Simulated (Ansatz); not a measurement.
# SrGa4, first-principles data

SrGa$_{4}$:
```
CELL_PARAMETERS angstrom
     -2.20000     2.20000     5.30784
      2.20000    -2.20000     5.30784
      2.20000     2.20000    -5.30784
ATOMIC_POSITIONS crystal
  Sr 0.00000 0.00000 0.00000
  Ga 0.38260 0.38260 0.00000
  Ga 0.61740 0.61740 0.00000
  Ga 0.75000 0.25000 0.50000
  Ga 0.25000 0.75000 0.50000
```

Space group I4/mmm (No. 139); conventional cell a = b = 4.400 Å, c = 10.616 Å, α = β = γ = 90.00°.

Method: plane-wave PAW PBEsol (Ansatz code). Geometry: relaxed at this level of theory. Other levels are named where they apply.

Cell and energy:

- Volume per atom: 20.55 Å³
- Density: 5.92 g/cm³
- Formation energy from the elements (no fitted shifts): -0.45 eV/atom

Electronic structure:

* **Electronic character**: metallic (no gap)
* **Density of states at the Fermi level**: 0.18 states/eV per atom (mean over ±0.08 eV)

Mechanics:

* **Bulk modulus (Birch–Murnaghan fit)**: 55.9 GPa
* **Pressure derivative B′**: 5.0

Charges:

- Bader charges: Sr +1.28, Ga -0.41 to -0.23 e

The workflow started from an entry of the Crystallography Open Database (COD). Whether it is the stable phase at ambient conditions was not checked. The PBEsol relaxation kept the symmetry of its start; its stability against distortions is not shown here. Axis ratios of metals converge slowly with the k-mesh, so a and c are less sure than the volume. The references are the lowest solids computed at this level, not always the standard phases. Scalar-relativistic: spin–orbit coupling is off unless named, which matters more the heavier the elements.

Potentials: the later of the program's two PAW sets.
